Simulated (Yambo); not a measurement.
A free-standing WSe$_{2}$ monolayer (symmetry P-6m2, slab cell 16.3 Å high), G0W0@LDA in Yambo; all else as in the reference (6×6×1 Γ-centred k mesh, bands 12 to 95 and a 6 Ry block in the screening, 95 bands in G with the Bruneval-Gonze terminator, plasmon pole fitted at 27.2 eV, slab-truncated Coulomb interaction, stochastic integration of W near q = 0). One parameter is varied: the cutoff of the exchange sum, over 5, 10, 20, 40, 86 Ry.

Problem. From which value on does the gap K → (0.167, 0.167) stay within 0.05 eV of the largest setting?

Solution. From 10 Ry on.
| cutoff of the exchange sum (Ry) | G0W0 gap (eV) | valence shift (eV) |
|---|---|---|
| 5 | 2.27 | 1.81 |
| 10 | 2.35 | 0.66 |
| 20 | 2.36 | 0.13 |
| 40 | 2.35 | 0.02 |
| 86 | 2.34 | 0.01 |
The last step of the sweep still moves the gap by 6 meV; the other settings are held fixed.

The standard potential for Se keeps a d shell in the valence without the s and p states of that shell. In tests on such compounds this moved G0W0 gaps by up to about 0.9 eV, so absolute quasiparticle energies here are unreliable; differences between settings are what counts.

Spin-orbit coupling is not included.

Geometry relaxed with LDA; primitive cell a = b = 3.2462 Å, c = 16.3000 Å, α = β = 90.00°, γ = 120.00°.

A shift is the quasiparticle energy of the state minus its LDA energy.
